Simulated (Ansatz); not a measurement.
CaMg: do energies and stresses tell the same story?

Theory: DFT r2SCAN, scalar-relativistic, plane waves, PAW in Ansatz 0.2.0.

Settings: cutoff 500 eV, Γ-centred mesh 10×10×10 on the computed 2-atom cell, Gaussian smearing of 0.10 eV; no spin polarisation.

Relaxed cell: Pm-3m, a = 3.970 Å, b = 3.970 Å, c = 3.970 Å, α = 90.00°, β = 90.00°, γ = 90.00°, 2 atoms in the primitive cell. Whether it is the stable form of this composition wasn't checked.

Energies at zero smearing and pressures from the stress tensor, at volumes with shape and atoms relaxed:
| V (Å³/atom) | E − E(first) (meV/atom) | P (GPa) |
| --- | --- | --- |
| 29.403 | 0.00 | 1.87 |
| 30.341 | -7.87 | 0.89 |
| 31.279 | -10.41 | 0.04 |
| 32.218 | -8.35 | -0.70 |
| 33.156 | -2.27 | -1.34 |

Task: Check P = −dE/dV between neighbouring volumes, and get the bulk modulus from the pressures alone.

Result: With 1 eV/Å³ = 160.2 GPa:
```
middle V (Å³/atom)  −ΔE/ΔV (GPa) mean P (GPa)
            29.872         1.343         1.379
            30.810         0.435         0.464
            31.749        -0.353        -0.330
            32.687        -1.037        -1.020
```

The two differ by 0.04 GPa at most. The mean of two end pressures misses the average over a step by about ΔV² P″/12, up to 0.01 GPa here; with that taken off 0.02 GPa remains. Around V = 31.279 Å³/atom, the two neighbours give B = −V ΔP/ΔV = 31.279 × 1.59 / 1.877 = 26.5 GPa, against B0 = 26.1 GPa from the Birch–Murnaghan fit of the energies.